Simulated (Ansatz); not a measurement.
An Ansatz input:

```yaml
crystal:
  lattice:
    - [4.5192968309, 0.0, 0.0]
    - [-2.2596484155, 3.9138258628, 0.0]
    - [0.0, 0.0, 2.7564521828]
  atoms:
    - { symbol: Zn, position: [1.0, 0.0, 1.0] }
    - { symbol: Zn, position: [0.3333333333, 0.6666666667, 0.5] }
    - { symbol: Zn, position: [0.6666666667, 0.3333333333, 0.5] }
hamiltonian:
  xc: pbesol
  pseudopotentials:
    kind: paw
    azcp:
      Zn: "pseudopotentials/Zn.paw.azcp"
basis:
  ecutwfc: 420
  fft_grid_basis: typed
kpoints:
  mp_grid: { grid: [10, 10, 13], shift: [0, 0, 0] }
magnetization:
  spin_polarized: false
scf:
  occupations: { method: fermi_dirac, width: 0.1 }
  lower_state_search: "off"
output:
  stress: true
  write_density: true
  write_potential: true
  elf: true
  volumetric_format: npy
```

and its output:

```
Warning: the record states the generating functional pbe (its physics header spells it `PBE`), which answers neither for hamiltonian.xc's functional nor for the pbesol family's — results may be inconsistent (PPs are generated against a specific XC)
Engine: ansatz 0.2.0, x86_64-unknown-linux-gnu
Pseudopotentials: kind: paw
Pseudopotential: Zn, paw, valence charge 12, recommended cutoff 420 eV (normal) 
Functional definition: PBEsol
  exchange = pbesol_x
  correlation = pbesol_c
Crystal: 3 atoms, lattice volume = 48.755 Å³
Basis set: ecut = 420 eV, 939 PW (Γ)
Bands: 22, of which v1, the nominal top of the filled ones, is band 18 counted from 1 (17 counted from 0)
Symmetry: 24 space group operations
Space group: P6/mmm (ITA 191), of the structure as read, at distance tolerance 3.7e-5 Å
k-points: 98 of 1300
Non-local potential: Zn, projectors of the file, l = 0: 2, l = 1: 2, l = 2: 3, l = 3: 1
PAW form: soft (Blöchl's): semilocal exchange-correlation on the pseudo side does not see the compensation charge
PAW frozen core: Zn, regenerated for the run's functional, and the local potential with it (the file was generated under x = pbe(κ = 0.804, μ = 0.2195149727645171), c = pbe(β = 0.06672455060314922))
PAW one-centre angular grid: Zn, 590 points (default); XC on 64 Gauss nodes
Initial density: superposition of atomic densities (neutral atoms: chi_scale 0, normalization atom), corrected by the library's trained network
Initial wavefunctions: pseudopotential atomic-orbital guess
Functional: x = pbesol(κ = 0.804, μ = 0.12345679012345678), c = pbesol(β = 0.046)
SCF iter   1: F=—  HF=-9842.280759 eV  |F-HF|=—  |Δ(HF+E_count)|=         —  Δρ=3.12e-3  dr2=2.33e-3  ethr=1.77e-3  ⟨swp⟩=5.8  Hψ=9605  notcnv=0
SCF iter   2: F=—  HF=-9842.280732 eV  |F-HF|=—  |Δ(HF+E_count)|=   2.75e-5  Δρ=5.96e-4  dr2=9.51e-5  ethr=6.47e-6  ⟨swp⟩=2.0  Hψ=4696  notcnv=0
SCF iter   3: F=—  HF=-9842.280607 eV  |F-HF|=—  |Δ(HF+E_count)|=   1.25e-4  Δρ=4.36e-4  dr2=4.60e-5  ethr=2.64e-7  ⟨swp⟩=2.0  Hψ=3915  notcnv=0
SCF iter   4: F=—  HF=-9842.280615 eV  |F-HF|=—  |Δ(HF+E_count)|=   8.48e-6  Δρ=6.04e-5  dr2=2.15e-6  ethr=1.28e-7  ⟨swp⟩=2.1  Hψ=3924  notcnv=0
SCF iter   5: F=—  HF=-9842.280615 eV  |F-HF|=—  |Δ(HF+E_count)|=   3.50e-7  Δρ=4.38e-5  dr2=5.01e-7  ethr=5.97e-9  ⟨swp⟩=2.0  Hψ=3889  notcnv=0
SCF iter   6: F=-9842.280615 eV  HF=-9842.280615 eV  |F-HF|=4.98e-9  |Δ(HF+E_count)|=   1.76e-8  Δρ=1.32e-5  dr2=5.16e-8  ethr=2.78e-10  ⟨swp⟩=6.8  Hψ=15935  notcnv=0
SCF 1 converged in 6 iterations: F = -9842.280615 eV  dr2 = 5.16e-8
SCF converged after 6 iterations
Free energy (F): -9842.280615 eV
Harris-Foulkes:  -9842.280615 eV  (|F-HF|=4.98e-9)
Internal energy: -9842.245584 eV  (E = F + TS)
E sigma→0 (E₀):  -9842.263100 eV
Entropy (-TS):   -0.035030 eV (-11.677 meV/atom)
Fermi energy:    9.963148 eV
--- Per-component energies (eV) ---
  E_band       = 113.010514
  E_kinetic    = 391.605750
  E_local      = -4738.769541  (includes V_loc(G=0)·N_el)
  E_nonlocal   = 1837.640006
  E_hartree    = 1978.231361
  E_xc         = -407.036500
  E_vxc        = -157.313601  (∫ρ·V_xc dr)
  E_paw        = -5365.555574  (= ΣΔE_a)
  E_vpaw       = -1176.606665  (= ΣTr[D̂ρ^β])
  E_aug_tail   = -0.001136  (compensation charges beyond the density's cutoff)
  E_ewald      = -3540.752016
  E_core_change = 2.392065  (= ΣΔE_core)
  E_smearing   = -0.035030  (= −TS)
  E_closure    = -0.000000  (closes the sum)
  Σ components = -9842.280615   (vs F -9842.280615, Δ=0.00e0)
--- Stress (GPa, compression-positive) ---
       -7.084201      -0.000000      -0.000000
        0.000000      -7.084201       0.000000
       -0.000000       0.000000      -6.189708
  P = ⅓ Tr σ = -6.7860 GPa (-67.860 kbar)
--- Band table (eV; the first three rows and the last of 98) ---
  k-point 0: bands = ["0.0220", "1.8741", "2.3120", "2.3665", "2.3716", "2.3716", "2.4569", "2.4569", "2.5628", "2.5628", "2.6997", "2.6997", "2.7218", "2.7218", "3.0615", "3.0615", "10.6934", "10.7344", "10.7344", "10.7977", "10.7977", "10.8762"]
  k-point 1: bands = ["0.1408", "1.9126", "2.3541", "2.3541", "2.3610", "2.4003", "2.4260", "2.4260", "2.5263", "2.5263", "2.7289", "2.7289", "2.7382", "2.7382", "3.0517", "3.0517", "10.7781", "10.8560", "10.8560", "10.9335", "10.9335", "10.9594"]
  k-point 2: bands = ["0.4879", "2.0215", "2.2884", "2.2884", "2.3505", "2.3505", "2.4907", "2.4907", "2.4979", "2.5029", "2.7348", "2.7348", "2.7982", "2.7982", "3.0302", "3.0302", "11.0387", "11.2130", "11.2130", "11.2147", "11.3348", "11.3348"]
  k-point 97: bands = ["1.8841", "2.0733", "2.1705", "2.2305", "2.2948", "2.3303", "2.3835", "2.5070", "2.6253", "2.7086", "2.7694", "3.0395", "3.0818", "3.1079", "3.1376", "7.4864", "8.3889", "8.6843", "9.4439", "10.2875", "10.4634", "16.9516"]
```
